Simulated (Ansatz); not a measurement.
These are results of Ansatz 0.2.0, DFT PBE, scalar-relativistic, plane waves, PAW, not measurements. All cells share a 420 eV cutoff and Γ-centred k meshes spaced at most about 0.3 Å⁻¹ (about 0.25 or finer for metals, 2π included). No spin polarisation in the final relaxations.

These are static total energies at zero pressure.

Two relaxed structures of Al₃Pt:

A.

```cif
data_structure
_symmetry_space_group_name_H-M 'P-3m1'
_symmetry_Int_Tables_number 164
_cell_length_a 4.1360
_cell_length_b 4.1360
_cell_length_c 5.0230
_cell_angle_alpha 90.000
_cell_angle_beta 90.000
_cell_angle_gamma 120.000
_cell_volume 74.41
loop_
_atom_site_label
_atom_site_type_symbol
_atom_site_symmetry_multiplicity
_atom_site_Wyckoff_symbol
_atom_site_fract_x
_atom_site_fract_y
_atom_site_fract_z
_atom_site_occupancy
Al1 Al 2 d 0.33333 0.66667 0.31765 1
Al2 Al 1 a 0.00000 0.00000 0.00000 1
Pt1 Pt 1 b 0.00000 0.00000 0.50000 1
```

B.

```cif
data_structure
_symmetry_space_group_name_H-M 'Fm-3m'
_symmetry_Int_Tables_number 225
_cell_length_a 6.2885
_cell_length_b 6.2885
_cell_length_c 6.2885
_cell_angle_alpha 90.000
_cell_angle_beta 90.000
_cell_angle_gamma 90.000
_cell_volume 248.68
loop_
_atom_site_label
_atom_site_type_symbol
_atom_site_symmetry_multiplicity
_atom_site_Wyckoff_symbol
_atom_site_fract_x
_atom_site_fract_y
_atom_site_fract_z
_atom_site_occupancy
Al1 Al 4 b 0.50000 0.00000 0.00000 1
Al2 Al 8 c 0.25000 0.25000 0.75000 1
Pt1 Pt 4 a 0.00000 0.00000 0.00000 1
```

Question: Which is lower in energy, and by how much?

Answer: A is lower, by 194 meV/atom. A has space group P-3m1 (No. 164), 18.6 Å³/atom and no gap on its mesh; B has the BiF3 (D0_3) type, space group Fm-3m (No. 225), 15.5 Å³/atom and no gap. Counting all near atoms (those within 1.25 times the shortest distance at each site; a plus sign parts nearer from farther groups; a slash parts the counts of unlike sites), A has Al 2+6/3+6, Pt 8 and B has Al 8+6, Pt 8+6. The lower one is the more open, so pressure narrows the difference. In A, around Al on a site of symmetry 3m lie 3 Pt at 2.56 Å and 6 Al at 2.87–3.01 Å; around Al on a site of symmetry -3m lie 2 Pt at 2.51 Å and 6 Al at 2.87 Å; around Pt lie 8 Al at 2.51–2.56 Å. In B, Al on a site of symmetry m-3m is surrounded by 8 Al at 2.72 Å and 6 Pt at 3.14 Å; Al on a site of symmetry -43m is surrounded by 4 Al at 2.72 Å, 4 Pt at 2.72 Å and 6 Al at 3.14 Å; Pt has 8 Al at 2.72 Å and 6 Al at 3.14 Å. Both come from invented guesses.

These runs have no spin–orbit coupling, which can matter for Pt. With atoms moved at random, P-3m1 came back. Other cells relaxed within their symmetry can be saddle points.
